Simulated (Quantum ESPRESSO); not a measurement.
pw.x input (Quantum ESPRESSO 7.5; PBE, PseudoDojo stringent norm-conserving files, scalar-relativistic):

```
&CONTROL
  calculation = 'scf'
  pseudo_dir = './pseudo'
  outdir = './out'
  tprnfor = .true.
  tstress = .true.
/
&SYSTEM
  ibrav = 0
  nat = 4
  ntyp = 2
  ecutwfc = 106.6
  ecutrho = 426.4
  occupations = 'smearing'
  smearing = 'fd'
  degauss = 0.002
  nbnd = 40
/
&ELECTRONS
  conv_thr = 4e-10
/
ATOMIC_SPECIES
Mg 24.3050 Mg.upf
Te 127.6000 Te.upf
CELL_PARAMETERS angstrom
  4.562643707514   0.000000000000   0.000000000000
 -2.281321853757   3.951365359124   0.000000000000
  0.000000000000   0.000000000000   7.404125027000
ATOMIC_POSITIONS crystal
Mg   0.333333333000   0.666666667000   0.996426334100
Mg   0.666666666333   0.333333333667   0.496426334100
Te   0.333333333000   0.666666667000   0.373573665900
Te   0.666666666333   0.333333333667   0.873573665900
K_POINTS automatic
9 9 4 0 0 0
```

End of the output:

```

[...]
     the Fermi energy is     6.2659 ev
!    total energy              =   -1359.83876250 Ry
     estimated scf accuracy    <          4.1E-11 Ry
     smearing contrib. (-TS)   =       0.00000000 Ry
     internal energy E=F+TS    =   -1359.83876250 Ry
     The total energy is F=E-TS. E is the sum of the following terms:
     one-electron contribution =   -1150.50320371 Ry
     hartree contribution      =     539.14712664 Ry
     xc contribution           =    -176.45714922 Ry
     ewald contribution        =    -572.02553621 Ry
     convergence has been achieved in   8 iterations
     Forces acting on atoms (cartesian axes, Ry/au):
     atom    1 type  1   force =     0.00000000    0.00000000    0.00023797
     atom    2 type  1   force =    -0.00000000   -0.00000000    0.00023797
     atom    3 type  2   force =     0.00000000    0.00000000   -0.00023797
     atom    4 type  2   force =     0.00000000    0.00000000   -0.00023797
     Total force =     0.000476     Total SCF correction =     0.000093
     SCF correction compared to forces is large: reduce conv_thr to get better values
     Computing stress (Cartesian axis) and pressure
          total   stress  (Ry/bohr**3)                   (kbar)     P=       12.15
   0.00008105   0.00000000   0.00000000           11.92        0.00        0.00
   0.00000000   0.00008105   0.00000000            0.00       11.92        0.00
   0.00000000   0.00000000   0.00008571            0.00        0.00       12.61
```
In a gapped system the printed Fermi energy is only some level inside the gap.

Spin-orbit coupling is not included.

Geometry relaxed with PBEsol.
